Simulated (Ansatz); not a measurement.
Ga2S3:
```
Ga2S3
1.0
   -1.83796     5.56641     2.67934
    1.83796    -5.56641     2.67934
    1.83796     5.56641    -2.67934
Ga S
2 3
Direct
  0.16623   0.00702   0.15921
  0.84780   0.00702   0.84079
  0.90844   0.24244   0.66600
  0.57644   0.24244   0.33400
  0.25108   0.25108   0.00000
```

Relaxed with r²SCAN.

Task: Give the Bader charges and basin volumes of the independent atoms, plane-wave PAW r²SCAN (Ansatz code).

Result: 

```tsv
atom	Bader charge (e)	Bader volume (Å³)
Ga1	+1.31	12.6
S3	-0.89	27.4
S5	-0.85	29.6
```

Space group Imm2. The workflow started from a Materials Project entry (that database holds measured and hypothetical structures alike); the Crystallography Open Database copy checked does not list it. COD files the formula under space group No. 9. Its standing as an ambient phase is unchecked. The r²SCAN relaxation kept the symmetry of its start; its stability against distortions is not shown here.

Potentials: the later of the program's two PAW sets.
